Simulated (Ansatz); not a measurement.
Q: Name crystals whose computed values (r²SCAN (plane waves, PAW; program Ansatz)) fall in these windows: G_Hill (GPa) 34 to 49; Θ_D (K) 240 to 320; B₀ by P(V) fit (GPa) 140 to 190.

A: 

```json
[
 {"crystal": "HfC, zinc blende", "G_Hill (GPa)": "42.2", "Θ_D (K)": "275", "B₀ by P(V) fit (GPa)": "164"}
]
```
Others may fit too.

Typed or built starts, not in the databases checked: HfC, zinc blende. Not the usual ambient phase: HfC, zinc blende. The cell was relaxed under the symmetry of its start. Rows with no word on spin ran without spin polarisation. Scalar-relativistic: spin–orbit coupling is off unless named, which matters more the heavier the elements.

Potentials: the earlier of the program's two PAW sets.
